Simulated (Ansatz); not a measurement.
# Property card for Zn$_{2}$SeS

Zn₂SeS:
```
CELL_PARAMETERS angstrom
      3.90885     0.00000     0.00000
      0.00000     3.90885     0.00000
      0.00000     0.00000     5.52486
ATOMIC_POSITIONS crystal
  Zn 0.50000 0.00000 0.76293
  Zn 0.00000 0.50000 0.23707
  Se 0.00000 0.00000 0.50000
  S  0.50000 0.50000 0.00000
```

Space group P-4m2 (No. 115); conventional cell a = b = 3.909 Å, c = 5.525 Å, α = β = γ = 90.00°.

Method: the program Ansatz at the r²SCAN level (PAW). The cell and atoms are relaxed at this level. Other levels are named where they apply.

### Cell and energy

```
Property                                                       Value
-----------------------------------------------------  -------------
Volume per atom                                             21.10 Å³
Density                                                   4.76 g/cm³
Formation energy from the elements (no fitted shifts)  -0.91 eV/atom
```

### Electronic structure

```
Property                                                                          Result
------------------------------------------------  --------------------------------------
Band gap                                                                2.17 eV (direct)
Valence-band maximum                                                                at Γ
Conduction-band minimum                                                             at Γ
Electron effective mass                                              0.16 mₑ (isotropic)
Electron effective mass with spin–orbit coupling                     0.16 mₑ (isotropic)
Hole effective mass, band 1 of 2 at the edge              3.7 along x, 0.66 along z (mₑ)
Hole effective mass, band 2 of 2 at the edge             0.14 along x, 0.66 along z (mₑ)
Hole effective mass with spin–orbit coupling      0.26, 0.26, 0.65 mₑ (principal values)
HSE06 gap on the r²SCAN cell                                                     2.76 eV
Gap with spin–orbit coupling                                                     2.08 eV
```

### Mechanics

```
Property                              Result
----------------------------------  --------
Bulk modulus (Birch–Murnaghan fit)  71.5 GPa
Pressure derivative B′                   4.4
```

### Charges

```
Item                                  Result
-------------  -----------------------------
Bader charges  Zn +0.90, Se -0.84, S -0.96 e
```

The workflow started from a Materials Project entry (that database holds measured and hypothetical structures alike); the Crystallography Open Database copy checked does not list it. Whether it is the stable phase at ambient conditions was not checked. Symmetry was held in the r²SCAN relaxation; whether a distortion lowers the energy is not shown. The references are the lowest solids computed at this level, not always the standard phases. Scalar-relativistic: spin–orbit coupling is off unless named, which matters more the heavier the elements.

Potentials: the later of the program's two PAW sets.
